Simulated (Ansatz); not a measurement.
Zn$_{3}$InGaO$_{6}$:
Space group R3m, hexagonal axes (No. 160); a = b = 3.288 Å, c = 41.393 Å, α = β = 90.00°, γ = 120.00°

```
atom  site  symmetry       x       y       z
----  ----  --------  ------  ------  ------
Zn      3a        3m  0.0000  0.0000  0.7389
Zn      3a        3m  0.0000  0.0000  0.2586
Zn      3a        3m  0.0000  0.0000  0.1343
In      3a        3m  0.0000  0.0000  0.9988
Ga      3a        3m  0.0000  0.0000  0.8631
O       3a        3m  0.0000  0.0000  0.0867
O       3a        3m  0.0000  0.0000  0.9105
O       3a        3m  0.0000  0.0000  0.8155
O       3a        3m  0.0000  0.0000  0.1962
O       3a        3m  0.0000  0.0000  0.3058
O       3a        3m  0.0000  0.0000  0.6915
```
(The calculation used a cell of 11 atoms; values per cell refer to that cell.)

Relaxed with r²SCAN.

**Question.** Tabulate the valence density and the electron localisation function along the shortest In–O contact (2.18 Å), plane-wave PAW r²SCAN (Ansatz code).

**Answer.** 

| distance from In (Å) | density (e/Å³) | ELF |
|---|---|---|
| 0.22 | 10.96 | 0.00 |
| 0.33 | 8.65 | 0.00 |
| 0.44 | 6.29 | 0.03 |
| 0.55 | 4.22 | 0.08 |
| 0.66 | 2.61 | 0.16 |
| 0.76 | 1.51 | 0.20 |
| 0.87 | 0.87 | 0.18 |
| 0.98 | 0.57 | 0.14 |
| 1.09 | 0.49 | 0.15 |
| 1.20 | 0.53 | 0.29 |
| 1.31 | 0.70 | 0.57 |
| 1.42 | 1.02 | 0.76 |
| 1.53 | 1.59 | 0.83 |
| 1.64 | 2.58 | 0.82 |
| 1.75 | 3.98 | 0.77 |
| 1.86 | 5.47 | 0.65 |
| 1.97 | 6.67 | 0.46 |

The density is the valence pseudo-density with augmentation charge, so density and ELF within about 1 Å of a nucleus are not all-electron values.

The first step of the workflow began from a Materials Project structure, measured or hypothetical; the Crystallography Open Database copy checked does not list it. Whether it is the stable phase at ambient conditions was not checked. The cell was relaxed with r²SCAN under the symmetry of its start; its stability against distortions is not shown here.

Potentials: the later of the program's two PAW sets.
